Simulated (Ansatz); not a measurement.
ScAl3:
```
ScAl3
1.0
    4.03111     0.00000     0.00000
    0.00000     4.03111     0.00000
    0.00000     0.00000     4.03111
Sc Al
1 3
Cartesian
  0.00000   0.00000   0.00000
  2.01556   0.00000   2.01556
  0.00000   2.01556   2.01556
  2.01556   2.01556   0.00000
```

Relaxed with LDA. Special points in fractions of this cell's reciprocal vectors: Γ (0.000, 0.000, 0.000); X (0.000, 0.500, 0.000); M (0.500, 0.500, 0.000); R (0.500, 0.500, 0.500).

**Question.** List the band energies nearest the Fermi level at these points for LDA (plane waves, PAW; program Ansatz).

**Answer.** In eV from the Fermi level; about four levels below and three above (degenerate sets whole), none deeper than 8.9 eV; points with the same levels are listed once.

| k | below | above |
|---|---|---|
| Γ | -2.70 -2.70 -1.81 -1.81 -1.81 | 1.27 1.28 1.28 1.28 |
| X | -7.44 -1.78 -1.78 -1.57 | 0.99 1.08 1.08 |
| M | -5.68 -5.68 -4.43 -0.59 -0.59 | 1.21 1.39 2.10 |
| R | -4.58 -2.94 -2.94 -2.94 | 1.04 2.64 2.64 |

Space group Pm-3m (Cu3Au type). The cell was relaxed with LDA under the symmetry of its start. No spin polarisation was allowed.

Potentials: the earlier of the program's two PAW sets. The files were generated under PBE; for other functionals the program regenerates the frozen cores, and for LDA and PBEsol the local potential too.
